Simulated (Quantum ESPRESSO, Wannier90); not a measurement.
## SnI4 (P-43m): Wannier90 run

```
begin unit_cell_cart
ang
    6.3636000000    0.0000000000    0.0000000000
    0.0000000000    6.3636000000    0.0000000000
    0.0000000000    0.0000000000    6.3636000000
end unit_cell_cart
begin atoms_frac
Sn   0.0000000000  0.0000000000  0.0000000000
I    0.2437800000 -0.2437800000 -0.2437800000
I   -0.2437800000 -0.2437800000  0.2437800000
I   -0.2437800000  0.2437800000 -0.2437800000
I    0.2437800000  0.2437800000  0.2437800000
end atoms_frac
```

Materials Project entry mp-571436; symmetrised, unrelaxed at this level. COD (Crystallography Open Database) has the formula in 2 space groups, this one among them (matched by group alone). Level: PBEsol, no spin polarisation, no spin-orbit coupling; pw.x of Quantum ESPRESSO at 58 Ry with PseudoDojo potentials, 4×4×4 k-points, Wannier90. Density: 6×6×6 mesh, cold smearing 0.01 Ry. Spin-orbit coupling is left out although heavy elements are present.

Band 22 is isolated and gives one Wannier function a cell (Sn1 5s 32 %, I4 5p 16 %, I2 5p 16 %; spread 9.49 Å²). Its on-site energy is ε = 1.898 eV relative to the valence-band maximum, and its hoppings t(R) = t(−R) to the nearer images are (images within this range that aren't listed have |t| under 5 meV):

```csv
R (lattice vectors; −R alike),distance (Å),t (eV)
0 1 -1,9.00,-0.057
0 1 1,9.00,-0.057
1 -1 0,9.00,-0.057
1 0 -1,9.00,-0.057
1 0 1,9.00,-0.057
1 1 0,9.00,-0.057
0 0 2,12.73,0.006
0 2 0,12.73,0.006
2 0 0,12.73,0.006
```

Question: Work out the band energy at Γ, X, M, R from these numbers.

Answer: For one orbital E(k) = ε + Σ_R 2 t(R) cos(2π k·R), the sum over the listed R.
- Γ, k = (0.000, 0.000, 0.000): E = 1.898 + (-0.057)·(12.00) + (0.006)·(6.00) = 1.25 eV; pw.x: 1.27 eV
- X, k = (0.000, 0.500, 0.000): E = 1.898 + (-0.057)·(-4.00) + (0.006)·(6.00) = 2.16 eV; pw.x: 2.14 eV
- M, k = (0.500, 0.500, 0.000): E = 1.898 + (-0.057)·(-4.00) + (0.006)·(6.00) = 2.16 eV; pw.x: 2.13 eV
- R, k = (0.500, 0.500, 0.500): E = 1.898 + (-0.057)·(12.00) + (0.006)·(6.00) = 1.25 eV; pw.x: 1.23 eV

At these points the listed shells miss the plane-wave band by up to 0.03 eV, of a width of 0.92 eV on the path. With all its hoppings the model misses the band by 8.2 meV at worst on the whole path; the listed shells hold nearly all of the dispersion.
